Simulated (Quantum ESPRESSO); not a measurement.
## Mo6TaAu (input and log of a self-consistent run)

A calculation, not a measurement. The program is pw.x of Quantum ESPRESSO 7.5 (plane-wave density functional theory). The cell is made up: eight metal atoms on a hexagonal close-packed lattice, with elements, volume, strain and displacements drawn at random and not relaxed, so it may be unstable or far from any real phase. PseudoDojo standard norm-conserving files set the functional (PBE unless stated); there is no spin polarisation or spin-orbit coupling, the Fermi-Dirac width of 0.25 eV means electrons at about 2900 K, and the masses in the input are unused placeholders. Heavy elements are run without spin-orbit coupling, which real alloys of them have. A spin test at this wide smearing found no moment, but such smearing suppresses magnetism that the real alloy may have.

Input:

```
&control calculation='scf', pseudo_dir='./dojo.nc.sr.pbe.v0_5.standard.upf', outdir='./o', disk_io='minimal', tprnfor=.true., tstress=.true. /
&system ibrav=0, nat=8, ntyp=3, nbnd=75, ecutwfc=79.96652505, nosym=.true., tot_charge=0,
 occupations='smearing', smearing='fd', degauss=0.0183746611
/
&electrons conv_thr=1.470e-08, electron_maxstep=70, mixing_beta=0.5 /
ATOMIC_SPECIES
Au 1.0 Au.upf
Mo 1.0 Mo.upf
Ta 1.0 Ta.upf
CELL_PARAMETERS angstrom
0.0 0.0 -4.7202
0.0 5.0619 0.0
5.8449 0.0 0.0
ATOMIC_POSITIONS angstrom
Mo -0.0451 -0.0062 -0.0517
Mo 2.9385 -0.1201 0.0161
Mo 1.4403 2.4782 -0.1787
Mo 4.319 2.5664 -0.0892
Ta -0.0746 1.4962 -2.1745
Mo 2.8561 1.7598 -2.5314
Au 1.3091 4.1648 -2.4427
Mo 4.282 4.1207 -2.2618
K_POINTS automatic
5 5 4 1 1 1
```

The log is shortened where brackets say so; the opening notice, blank lines, dates and the lines on written files are dropped, and the path of the files is cut. It prints rydbergs, bohrs and kilobars, and counts compression as positive stress. Its total energy is the free energy E - TS of the whole cell.

```
     Program PWSCF v.7.5
     Parallel version (MPI & OpenMP), running on       4 processor cores
     Number of MPI processes:                 4
     Threads/MPI process:                     1
     [start-up lines left out]
     bravais-lattice index     =            0
     lattice parameter (alat)  =       8.9199  a.u.
     unit-cell volume          =     942.4268 (a.u.)^3
     number of atoms/cell      =            8
     number of atomic types    =            3
     number of electrons       =       116.00
     number of Kohn-Sham states=           75
     kinetic-energy cutoff     =      79.9665  Ry
     charge density cutoff     =     319.8661  Ry
     scf convergence threshold =      1.5E-08
     mixing beta               =       0.5000
     number of iterations used =            8  plain     mixing
     Exchange-correlation= PBE
                           (   1   4   3   4   0   0   0)
     [axes and pseudopotential details left out]
   Cartesian axes
     site n.     atom                  positions (alat units)
         1        Mo     tau(   1) = (  -0.0095547  -0.0013135  -0.0109529  )
         2        Mo     tau(   2) = (   0.6225372  -0.0254438   0.0034109  )
         3        Mo     tau(   3) = (   0.3051354   0.5250201  -0.0378586  )
         4        Mo     tau(   4) = (   0.9150036   0.5437058  -0.0188975  )
         5        Ta     tau(   5) = (  -0.0158044   0.3169781  -0.4606796  )
         6        Mo     tau(   6) = (   0.6050803   0.3728232  -0.5362908  )
         7        Au     tau(   7) = (   0.2773399   0.8823355  -0.5174993  )
         8        Mo     tau(   8) = (   0.9071650   0.8729927  -0.4791746  )
     number of k points=    50  Fermi-Dirac smearing, width (Ry)=  0.0184
                       cart. coord. in units 2pi/alat
        k(    1) = (   0.1009470   0.0932496  -0.1000000), wk =   0.0400000
        k(    2) = (   0.3028409   0.0932496  -0.1000000), wk =   0.0400000
     [further k points left out]
     Dense  grid:    91063 G-vectors     FFT dimensions: (  54,  60,  64)
     Estimated max dynamical RAM per process >     332.29 MB
     Estimated total dynamical RAM >       1.23 GB
     Initial potential from superposition of free atoms
     starting charge     115.9904, renormalised to     116.0000
     Starting wfcs are   80 randomized atomic wfcs
     total cpu time spent up to now is        3.8 secs
     per-process dynamical memory:   254.9 Mb
     Self-consistent Calculation
     iteration #  1     ecut=    79.97 Ry     beta= 0.50
     Davidson diagonalization with overlap
     ethr =  1.00E-02,  avg # of iterations =  2.6
     total cpu time spent up to now is       11.6 secs
     total energy              =   -1268.90309746 Ry
     estimated scf accuracy    <       1.99087456 Ry
     iteration #  2     ecut=    79.97 Ry     beta= 0.50
     Davidson diagonalization with overlap
     ethr =  1.72E-03,  avg # of iterations =  5.0
     total cpu time spent up to now is       20.4 secs
     total energy              =   -1268.53121179 Ry
     estimated scf accuracy    <       9.94284688 Ry
     iteration #  3     ecut=    79.97 Ry     beta= 0.50
     Davidson diagonalization with overlap
     ethr =  1.72E-03,  avg # of iterations =  2.8
     total cpu time spent up to now is       28.1 secs
     total energy              =   -1269.35408860 Ry
     estimated scf accuracy    <       4.42244407 Ry
     iteration #  4     ecut=    79.97 Ry     beta= 0.50
     Davidson diagonalization with overlap
     ethr =  1.72E-03,  avg # of iterations =  2.0
     total cpu time spent up to now is       34.8 secs
     total energy              =   -1269.68290346 Ry
     estimated scf accuracy    <       0.41102855 Ry
     iteration #  5     ecut=    79.97 Ry     beta= 0.50
     Davidson diagonalization with overlap
     ethr =  3.54E-04,  avg # of iterations =  2.1
     total cpu time spent up to now is       42.0 secs
     total energy              =   -1269.71218052 Ry
     estimated scf accuracy    <       0.53284165 Ry
     [iterations 6 to 16 left out]
     iteration # 17     ecut=    79.97 Ry     beta= 0.50
     Davidson diagonalization with overlap
     ethr =  9.14E-09,  avg # of iterations =  1.0
     total cpu time spent up to now is      125.9 secs
     total energy              =   -1269.76844227 Ry
     estimated scf accuracy    <       0.00000087 Ry
     iteration # 18     ecut=    79.97 Ry     beta= 0.50
     Davidson diagonalization with overlap
     ethr =  7.48E-10,  avg # of iterations =  3.0
     total cpu time spent up to now is      133.7 secs
     total energy              =   -1269.76844233 Ry
     estimated scf accuracy    <       0.00000252 Ry
     iteration # 19     ecut=    79.97 Ry     beta= 0.50
     Davidson diagonalization with overlap
     ethr =  7.48E-10,  avg # of iterations =  1.8
     total cpu time spent up to now is      140.3 secs
     total energy              =   -1269.76844254 Ry
     estimated scf accuracy    <       0.00000002 Ry
     iteration # 20     ecut=    79.97 Ry     beta= 0.50
     Davidson diagonalization with overlap
     ethr =  1.43E-11,  avg # of iterations =  5.2
     total cpu time spent up to now is      149.8 secs
     total energy              =   -1269.76844254 Ry
     estimated scf accuracy    <       0.00000005 Ry
     iteration # 21     ecut=    79.97 Ry     beta= 0.50
     Davidson diagonalization with overlap
     ethr =  1.43E-11,  avg # of iterations =  2.0
     total cpu time spent up to now is      156.7 secs
     End of self-consistent calculation
     [lines on levels left out]
!    total energy              =   -1269.76844254 Ry
     estimated scf accuracy    <          3.3E-09 Ry
     smearing contrib. (-TS)   =      -0.15071603 Ry
     internal energy E=F+TS    =   -1269.61772651 Ry
     The total energy is F=E-TS. E is the sum of the following terms:
     one-electron contribution =    -266.94906586 Ry
     hartree contribution      =     195.54945695 Ry
     xc contribution           =    -204.92684388 Ry
     ewald contribution        =    -993.29127373 Ry
     convergence has been achieved in  21 iterations
     Forces acting on atoms (cartesian axes, Ry/au):
     atom    1 type  2   force =    -0.00330582   -0.00173009    0.03908428
     atom    2 type  2   force =    -0.00180474    0.02874749   -0.01232780
     atom    3 type  2   force =     0.00757619   -0.01289972    0.03890552
     atom    4 type  2   force =    -0.00481877   -0.02275649    0.03237212
     atom    5 type  3   force =    -0.00481096    0.02966305   -0.07253100
     atom    6 type  2   force =     0.00908631   -0.02121213   -0.00393879
     atom    7 type  1   force =     0.02792713   -0.00666658    0.00122921
     atom    8 type  2   force =    -0.02984934    0.00685447   -0.02279352
     Total force =     0.121839     Total SCF correction =     0.000253
     Computing stress (Cartesian axis) and pressure
          total   stress  (Ry/bohr**3)                   (kbar)     P=      -78.64
  -0.00062589  -0.00012999   0.00003625          -92.07      -19.12        5.33
  -0.00012999  -0.00052667   0.00001588          -19.12      -77.48        2.34
   0.00003625   0.00001588  -0.00045114            5.33        2.34      -66.36
     init_run     :      3.59s CPU      3.71s WALL (       1 calls)
     electrons    :    149.84s CPU    152.94s WALL (       1 calls)
     forces       :      1.36s CPU      1.36s WALL (       1 calls)
     stress       :      4.62s CPU      4.62s WALL (       1 calls)
     [timing details left out]
     PWSCF        :   2m39.48s CPU   2m42.71s WALL
     JOB DONE.
```

In other units: free energy -17276.080 eV for the cell, pressure -7.86 GPa, largest force component 1.865 eV/Å in size. The run took 164 s of wall time with four MPI processes on a shared machine (AMD EPYC, Zen 5, virtual cores), so the time is rough. A rerun of this cell at a higher cutoff and on a denser mesh moved values by no more than 0.011 eV in energy, 0.10 GPa in stress and 0.007 eV/Å in force, and a second program with other atomic files agreed on that cell to 2 % rms in force and 0.5 GPa in pressure.